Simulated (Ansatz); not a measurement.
Si$_{2}$Ni:
```yaml
crystal:
  lattice:
    - [0.00000, 2.67400, 2.67400]
    - [2.67400, 0.00000, 2.67400]
    - [2.67400, 2.67400, 0.00000]
  atoms:
    - { symbol: Si, position: [0.25000, 0.25000, 0.25000] }
    - { symbol: Si, position: [0.75000, 0.75000, 0.75000] }
    - { symbol: Ni, position: [0.00000, 0.00000, 0.00000] }
```

Relaxed with LDA. Special points in fractions of this cell's reciprocal vectors: Γ (0.000, 0.000, 0.000); X (0.500, 0.000, 0.500); U (0.625, 0.250, 0.625); K (0.375, 0.375, 0.750); L (0.500, 0.500, 0.500); W (0.500, 0.250, 0.750).

**Question.** List the band energies nearest the Fermi level at these points for LDA in the plane-wave PAW code Ansatz.

**Answer.** In eV from the Fermi level; about four levels below and three above (degenerate sets whole), none deeper than 8.9 eV; points with the same levels are listed once.

| k | below | above |
|---|---|---|
| Γ | -5.46 -5.46 -5.46 -3.71 -3.71 -0.15 | 1.76 1.76 1.76 |
| X | -3.83 -3.83 -3.63 -3.28 -0.40 | 1.32 7.77 8.46 8.46 |
| U | -4.02 -3.63 -3.08 -2.76 | 0.21 3.62 4.75 |
| L | -3.52 -3.52 -1.52 -1.52 | 1.77 1.85 1.85 |
| W | -3.93 -3.93 -3.82 -3.36 -2.56 | 2.28 2.28 4.59 |

Space group Fm-3m (fluorite or antifluorite type). The cell was relaxed with LDA under the symmetry of its start; of distortions, only those at the zone centre were tested. No spin polarisation was allowed.

Potentials: the earlier of the program's two PAW sets.
